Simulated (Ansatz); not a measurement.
## Zincblende alloy of InAs and InSb (8 of 32 As sites exchanged), 64 atoms

The calculation used DFT, PBEsol, PAW, plane waves (Ansatz).

Command:

```sh
ansatz run in.yaml --threads 8 --pin off --max-ram 118750MiB --runs-dir r --events-out ev --progress --plain --backend cuda --devices 0,
```

The input less its lattice and atoms:

```yaml
crystal:
  symmetry: { detect: false }
kpoints:
  mp_grid: { grid: [1, 1, 1], shift: [0.25, 0.25, 0.25] }
hamiltonian:
  xc: pbesol
scf:
  occupations: { method: fermi_dirac, width: 0.01 }
relax:
  f_tol: 0.03
  max_steps: 80
  escape_saddle: false
  adjacent_minimum: "off"
  cell: { fix: [shape] }
output:
  forces: true
  eigenvalues: true
  populations: true
```

Start:

```
In As Sb
1.0
    12.39105    0.00000    0.00000
     0.00000   12.39105    0.00000
     0.00000    0.00000   12.39105
In As Sb
32 24 8
Cartesian
  12.3632 0.0263 12.3650
  0.0187 12.3693 6.2075
  12.3638 6.2100 0.0154
  0.0224 6.1950 6.1970
  6.1939 12.3143 12.3839
  6.1811 0.0352 6.1979
  6.2281 6.2171 0.0142
  6.1675 6.2035 6.2446
  3.0903 3.0910 0.0000
  3.0724 3.1156 6.1615
  3.0958 9.2808 12.3767
  3.0728 9.3010 6.1968
  9.2948 3.1060 0.0117
  9.2573 3.0913 6.2033
  9.2564 9.2991 0.0262
  9.2995 9.2762 6.1773
  3.0925 12.3836 3.0583
  3.1053 12.3895 9.2758
  3.1063 6.2489 3.1191
  3.1447 6.1919 9.3011
  9.2867 0.0146 3.1226
  9.2719 0.0020 9.3048
  9.2919 6.1869 3.0761
  9.3365 6.1821 9.3074
  12.3591 3.0869 3.1351
  0.0247 3.0957 9.3022
  12.3837 9.2900 3.0454
  0.0044 9.2807 9.2983
  6.2143 3.0779 3.0834
  6.2314 3.0849 9.3273
  6.1938 9.3084 3.0917
  6.1989 9.2845 9.2787
  1.5681 1.5623 1.5565
  1.5731 1.5484 7.7383
  1.5955 7.7859 1.5512
  1.5514 7.7197 7.7634
  7.7381 1.5326 1.5330
  7.7521 1.5653 7.7483
  7.7440 7.7457 1.5320
  7.7658 7.7338 7.7549
  4.6601 4.6384 1.5663
  4.6445 4.6582 7.7881
  4.6581 10.8305 1.5366
  4.6401 10.8606 7.7573
  10.8129 4.6502 1.5274
  10.7831 1.5892 4.6541
  10.8547 7.7717 4.6548
  10.8343 7.7414 10.8248
  1.5599 4.6157 4.6361
  1.5451 4.6195 10.8600
  1.5667 10.8431 4.6408
  1.5514 10.8285 10.8461
  7.7735 4.6638 4.6107
  7.7670 4.6254 10.8422
  7.7537 10.8542 4.6283
  7.7266 10.8531 10.8569
  10.8474 4.6108 7.7498
  10.8701 10.8641 1.5281
  10.8501 10.8790 7.6920
  4.6424 1.5463 4.6307
  4.6450 1.5526 10.7915
  4.6770 7.7513 4.6718
  4.6275 7.7473 10.8500
  10.8572 1.5653 10.8434
```

Steps:

| step | energy less the first (eV) | largest force component (eV/Å) | pressure (GPa) |
| --- | --- | --- | --- |
| start | 0.000 | 1.721 | 0.39 |
| 1 | -1.789 | 0.470 | -0.39 |
| 2 | -2.010 | 0.036 | 0.04 |
| 3 | -2.013 | 0.015 | 0.01 |
| 4 | -2.012 | 0.015 | 0.01 |

A structure on the way, about -1.79 eV from the start:

```
In As Sb
1.0
    12.41913    0.00000    0.00000
     0.00000   12.41913    0.00000
     0.00000    0.00000   12.41913
In As Sb
32 24 8
Direct
  0.01341 0.00118 0.99914
  0.00741 0.00774 0.49201
  0.99959 0.50082 0.00064
  0.00665 0.50574 0.49362
  0.50446 0.99310 0.00458
  0.50536 0.99449 0.50634
  0.50662 0.49331 0.00672
  0.50670 0.49251 0.50844
  0.24513 0.25636 0.00670
  0.24409 0.25738 0.50489
  0.24374 0.75657 0.00534
  0.24290 0.75677 0.50690
  0.74364 0.25598 0.00721
  0.74197 0.24549 0.49360
  0.74356 0.74448 0.99478
  0.74413 0.74302 0.49257
  0.24403 0.99389 0.24246
  0.24397 0.99312 0.74317
  0.24548 0.49488 0.24444
  0.24486 0.49243 0.74499
  0.74414 0.00678 0.25618
  0.73793 0.00013 0.75050
  0.75115 0.50053 0.25023
  0.74638 0.50504 0.75678
  0.99776 0.24977 0.25086
  0.01473 0.25023 0.74967
  0.00627 0.74380 0.25524
  0.00533 0.74413 0.75536
  0.50731 0.25598 0.24303
  0.50793 0.25644 0.74543
  0.50668 0.75696 0.24372
  0.50608 0.75560 0.74271
  0.12369 0.12625 0.12611
  0.12660 0.12509 0.62304
  0.12478 0.62404 0.12487
  0.12564 0.62402 0.62577
  0.62442 0.12385 0.12394
  0.62370 0.12516 0.62428
  0.62582 0.62431 0.12583
  0.62690 0.62426 0.62568
  0.37539 0.37585 0.12519
  0.37551 0.37263 0.62567
  0.37445 0.87380 0.12428
  0.37534 0.87447 0.62417
  0.87517 0.37617 0.12606
  0.87437 0.12548 0.37580
  0.87611 0.62355 0.37280
  0.87434 0.62578 0.87682
  0.12356 0.37607 0.37262
  0.12533 0.37701 0.87717
  0.12471 0.87494 0.37313
  0.12552 0.87466 0.87431
  0.62443 0.37657 0.37425
  0.62607 0.37669 0.87629
  0.62458 0.87557 0.37549
  0.62405 0.87294 0.87426
  0.87606 0.37486 0.62272
  0.87443 0.87571 0.12579
  0.87445 0.87418 0.62421
  0.37447 0.12548 0.37375
  0.37532 0.12371 0.87612
  0.37650 0.62662 0.37703
  0.37645 0.62485 0.87552
  0.87432 0.12734 0.87469
```

End:

```xyz
64
Lattice="12.3875 0.0000 0.0000 0.0000 12.3875 0.0000 0.0000 0.0000 12.3875" Properties=species:S:1:pos:R:3 pbc="T T T"
In    0.1417   12.3838    0.0052
In    0.0476    0.0804    6.1138
In   12.3583    6.1906    0.0070
In    0.0565    6.2713    6.1103
In    6.2526   12.3307    0.0740
In    6.2398   12.3118    6.2443
In    6.2352    6.1389    0.0730
In    6.2602    6.1255    6.2437
In    3.0394    3.1678    0.0689
In    3.0508    3.1740    6.2359
In    3.0482    9.3341    0.0743
In    3.0391    9.3604    6.2617
In    9.2465    3.1768    0.0763
In    9.2437    3.0318    6.1224
In    9.2428    9.2224   12.3197
In    9.2529    9.2032    6.1024
In    3.0539   12.3291    3.0406
In    3.0635   12.3205    9.2208
In    3.0452    6.1240    3.0274
In    3.0523    6.1376    9.2311
In    9.2402    0.0780    3.1712
In    9.1578    0.0190    9.3066
In    9.3142    6.2013    3.1034
In    9.2379    6.2712    9.3656
In   12.3604    3.1049    3.0932
In    0.1418    3.1051    9.2823
In    0.0584    9.2094    3.1692
In    0.0480    9.2105    9.3711
In    6.2374    3.1706    3.0389
In    6.2524    3.1710    9.2352
In    6.2612    9.3411    3.0262
In    6.2373    9.3433    9.2120
As    1.5497    1.5753    1.5815
As    1.5786    1.5432    7.7135
As    1.5272    7.7125    1.5444
As    1.5457    7.7387    7.7436
As    7.7440    1.5743    1.5677
As    7.7146    1.5557    7.7132
As    7.7686    7.7191    1.5468
As    7.7483    7.7424    7.7302
As    4.6433    4.6446    1.5466
As    4.6503    4.6502    7.7359
As    4.6487   10.8319    1.5509
As    4.6486   10.8336    7.7323
As   10.8390    4.6691    1.5715
As   10.8423    1.5740    4.6223
As   10.8412    7.7171    4.6154
As   10.8407    7.7206   10.8631
As    1.5261    4.6438    4.6171
As    1.5478    4.6802   10.8648
As    1.5451   10.8421    4.6398
As    1.5785   10.8142   10.8312
As    7.7672    4.6458    4.6209
As    7.7425    4.6688   10.8635
As    7.7483   10.8302    4.6407
As    7.7142   10.8123   10.8421
Sb   10.8377    4.6729    7.7233
Sb   10.8389   10.8233    1.5720
Sb   10.8371   10.8256    7.7294
Sb    4.6513    1.5511    4.6445
Sb    4.6468    1.5546   10.8461
Sb    4.6429    7.7425    4.6434
Sb    4.6491    7.7433   10.8394
Sb   10.8499    1.5747   10.8611
```

The run converged.

Time: 13 s of wall time on one NVIDIA GB300 with 8 processor threads, on a host shared with other runs; peak host memory 2.4 GiB.

Question: How much energy did the relaxation gain, and which atom moved most?

Answer: 2.01 eV in 4 steps, from a start with small random displacements; atom 1 (In) moved 0.18 Å, the median atom 0.07 Å (drift of the whole cell removed).
